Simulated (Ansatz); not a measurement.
Ti2GeC:
```
Ti2GeC
1.0
    3.08514     0.00000     0.00000
   -1.54257     2.67181     0.00000
    0.00000     0.00000    12.90429
Ti Ge C
4 2 2
Direct
  0.66667   0.33333   0.58930
  0.33333   0.66667   0.41070
  0.33333   0.66667   0.08930
  0.66667   0.33333   0.91070
  0.66667   0.33333   0.25000
  0.33333   0.66667   0.75000
  0.00000   0.00000   0.50000
  0.00000   0.00000   0.00000
```

Relaxed with r²SCAN. Special points in fractions of this cell's reciprocal vectors: Γ (0.000, 0.000, 0.000); M (0.500, 0.000, 0.000); K (0.333, 0.333, 0.000); A (0.000, 0.000, 0.500); L (0.500, 0.000, 0.500); H (0.333, 0.333, 0.500).

Q: List the band energies nearest the Fermi level at these points for the program Ansatz at the r²SCAN level (PAW).

A: In eV from the Fermi level; about four levels below and three above (degenerate sets whole), none deeper than 8.9 eV; points with the same levels are listed once.

| k | below | above |
|---|---|---|
| Γ | -2.86 -2.86 -2.82 -2.82 -2.04 | 0.06 0.56 0.56 0.56 |
| M | -2.51 -2.30 -1.66 -1.53 | 0.96 1.73 2.06 |
| K | -2.53 -2.38 -2.38 -0.45 | 0.70 1.13 1.13 |
| A | -2.84 -2.84 -2.84 -2.84 -2.77 -2.77 | 0.35 0.35 0.59 0.59 0.59 0.59 |
| L | -2.40 -2.40 -1.59 -1.59 | 1.29 1.29 1.99 1.99 |
| H | -2.86 -2.86 -2.37 -2.37 | 0.06 0.06 1.08 1.08 |

Space group P6_3/mmc. The first step of the workflow began from a Materials Project structure, measured or hypothetical; the Crystallography Open Database copy checked does not list it. Its standing as an ambient phase is unchecked. The r²SCAN relaxation kept the symmetry of its start; of distortions, only those at the zone centre were tested. The run is not spin-polarised. Spin–orbit coupling is left out wherever it is not named.

Potentials: the later of the program's two PAW sets.
